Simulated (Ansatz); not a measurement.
**Convergence test, TiSi**

Theory: DFT PBEsol, scalar-relativistic, plane waves, PAW (Ansatz).

```xyz
2
Lattice="1.8096 -2.0951 -0.0055 1.8309 2.1134 -0.0030 -0.0089 0.0022 3.7788" Properties=species:S:1:pos:R:3 pbc="T T T"
Ti    1.8104    0.0334   -0.0619
Si   -0.0784    0.0550    1.8888
```

| Property | Result |
| --- | --- |
| plane-wave cutoff | 420 eV |
| occupation rule | Gaussian smearing, 0.1 eV |
| spin treatment | unpolarised |

The atoms stay fixed while the k-point mesh is varied. ΔE is the energy extrapolated to zero smearing, less that of the reference run (10×10×8). The cell was strained and its atoms displaced at random, so that forces don't vanish. The meshes are Γ-centred. Pressure is positive in compression.

| mesh | ΔE (meV/atom) | P (GPa) | largest change of a force component (eV/Å) | irreducible points |
| --- | --- | --- | --- | --- |
| 1×1×1 | 200 | -12.73 | 0.416 | 1 |
| 2×2×2 | -710 | -4.85 | 0.202 | 8 |
| 4×4×4 | 22.1 | -2.94 | 0.106 | 36 |
| 6×6×4 | 3.28 | -2.60 | 0.024 | 76 |
| 8×8×6 | 3.28 | -2.36 | 0.021 | 196 |
| 10×10×8 | 0.00 | -2.51 | 0.000 | 404 |